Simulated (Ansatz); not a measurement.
Theory: DFT PBE, scalar-relativistic, plane waves, PAW in Ansatz 0.2.0. All cells share a 420 eV cutoff and Γ-centred k meshes spaced at most about 0.3 Å⁻¹ (about 0.25 or finer for metals, 2π included). No spin polarisation in the final relaxations.

These are static total energies at zero pressure.

Two relaxed structures of InGaTe3:

A.

```
CELL_PARAMETERS angstrom
5.73422 0.00000 0.00000
0.00000 5.73422 0.00000
0.00000 0.00000 5.73422
ATOMIC_POSITIONS crystal
In 0.00000 0.00000 0.00000
Ga 0.50000 0.50000 0.50000
Te 0.50000 0.00000 0.00000
Te 0.00000 0.50000 0.00000
Te 0.00000 0.00000 0.50000
```

B.

```
CELL_PARAMETERS angstrom
5.37431 0.00000 0.00000
-2.68716 4.65429 0.00000
0.00000 0.00000 8.86933
ATOMIC_POSITIONS crystal
In 0.00000 0.00000 0.46300
Ga 0.00000 0.00000 0.15792
Te 0.33333 0.66667 0.57309
Te 0.66667 0.33333 0.57309
Te 0.00000 0.00000 0.88775
```

Question: Which is lower in energy, and by how much?

Answer: B is lower, by 12 meV/atom. A has the cubic perovskite type, space group Pm-3m (No. 221), 37.7 Å³/atom and no gap on its mesh; B has space group P6mm (No. 183), 44.4 Å³/atom and no gap. Counting Te atoms around Ga and In (those within 1.25 times the shortest such distance or 1.15 times the sum of covalent radii; a plus sign parts nearer from farther groups; the shortest distance is added where it is long for a bond), A has In 6, Ga 12 from 4.1 Å and B has In 6+1, Ga 1. The lower one is the more open, so pressure narrows the difference. Even the lower one lies +0.31 eV/atom against the reference forms of the elements (uncorrected), so neither is stable at this level. In A, In has 6 Te at 2.87 Å; Ga has 12 Te at 4.05 Å (long contacts); around Te lie 2 In at 2.87 Å, 4 Ga at 4.05 Å and 8 Te at 4.05 Å. In B, In has 1 Ga at 2.71 Å, 6 Te at 3.25 Å and 1 Te at 3.77 Å; Ga is surrounded by 1 Te at 2.40 Å and 1 In at 2.71 Å; around Te on a site of symmetry 3m lie 3 Te at 3.10 Å and 3 In at 3.25 Å; 1 more site not described. Both come from invented guesses. A third cell relaxed alike, in R-3m, lies 192 meV/atom below the lower of the two.

The k mesh leaves some 4 meV/atom of noise in the energy of each metallic cell. These runs have no spin–orbit coupling, which can matter for Te. Cells relaxed within their symmetry can be saddle points.
